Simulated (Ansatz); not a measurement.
K2PdC2:
```cif
data_C2K2Pd
_chemical_formula_sum 'K2 Pd1 C2'
_space_group_name_H-M_alt 'P-3m1'
_space_group_IT_number 164
_space_group_name_Hall '-P 3 2"'
_cell_length_a 5.11368
_cell_length_b 5.11368
_cell_length_c 5.25993
_cell_angle_alpha 90.000
_cell_angle_beta 90.000
_cell_angle_gamma 120.000
loop_
_atom_site_label
_atom_site_type_symbol
_atom_site_symmetry_multiplicity
_atom_site_Wyckoff_symbol
_atom_site_fract_x
_atom_site_fract_y
_atom_site_fract_z
_atom_site_occupancy
K1 K 2 d 0.33333 0.66667 0.28257 1
Pd1 Pd 1 a 0.00000 0.00000 0.00000 1
C1 C 2 c 0.00000 0.00000 0.38004 1
```

Relaxed at zero pressure with r²SCAN (plane waves, PAW; program Ansatz).

**Question.** The volume is lowered by 6 % and shape and atoms relax at that volume. What pressure results, and how do the axes share the change?

**Answer.** 2.0 GPa; a -2.8 %, b -2.8 %, c -0.4 %; the energy rises by 8 meV/atom.

**Question.** Give the new structure.

**Answer.** 
Space group P-3m1 (No. 164); a = 4.9687 Å, b = 4.9687 Å, c = 5.2370 Å, α = 90.00°, β = 90.00°, γ = 120.00°

| atom | site | symmetry | x | y | z |
|---|---|---|---|---|---|
| K | 2d | 3m. | 0.3333 | 0.6667 | 0.2844 |
| Pd | 1a | -3m. | 0.0000 | 0.0000 | 0.0000 |
| C | 2c | 3m. | 0.0000 | 0.0000 | 0.3799 |

The phase is kept; no other phase was compared at this pressure.

The workflow started from a Materials Project entry (that database holds measured and hypothetical structures alike); the Crystallography Open Database copy checked does not list it. Whether it is the stable phase at ambient conditions was not checked. Symmetry was held in the r²SCAN relaxation; its stability against distortions is not shown here. The run is not spin-polarised.

Potentials: the later of the program's two PAW sets.
